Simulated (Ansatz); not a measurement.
**Si₂Mo: frozen-core PAW against all-electron methods**

```xyz
3
Lattice="-1.5680 1.5680 3.9305 1.5680 -1.5680 3.9305 1.5680 1.5680 -3.9305" Properties=species:S:1:pos:R:3 pbc="T T T"
Si    0.0000    0.0000    2.6177
Si    0.0000    0.0000    5.2433
Mo    0.0000    0.0000    0.0000
```

Atom numbers follow the list: Si1, Si2, Mo3.

The cell comes from COD entry 1010282, which wasn't checked; take it as a given geometry. It is an old determination, and later ones may differ. The listed cell was then made from it by scaling, straining or moving an atom.

Methods: DFT, PBEsol, PAW with Ansatz's default frozen-core files, scalar-relativistic (Ansatz 0.2.0); DFT, PBEsol, all-electron PAW with datasets made for the crystal, scalar-relativistic (Ansatz 0.2.0); DFT, PBEsol, all-electron LAPW, scalar-relativistic (Ansatz 0.2.0).

For PAW: a Γ-centred 16×16×16 k mesh, Fermi–Dirac smearing of 0.08 eV, cutoff 420 eV, no spin polarisation; the PAW files were made with PBE, and the program remakes their frozen cores for this functional. The crystal-made all-electron datasets (AE datasets) take a cutoff of 300 eV at this cell. LAPW targets a basis error of 1 meV/atom. The Ansatz runs share mesh, smearing and spin set-up. Plane-wave (PAW) pressures include the program's estimate of the Pulay term.

Stress and pressure are positive in compression.

The change that made this cell: equal xx and yy strain of -2 %.

```tsv
quantity	PAW	AE datasets	LAPW
pressure (GPa)	6.22	6.25	6.26
stress xx (GPa)	9.04	9.07	9.07
stress zz (GPa)	0.59	0.62	0.63
force on Si1, z (eV/Å)	0.265	0.263	0.264
```
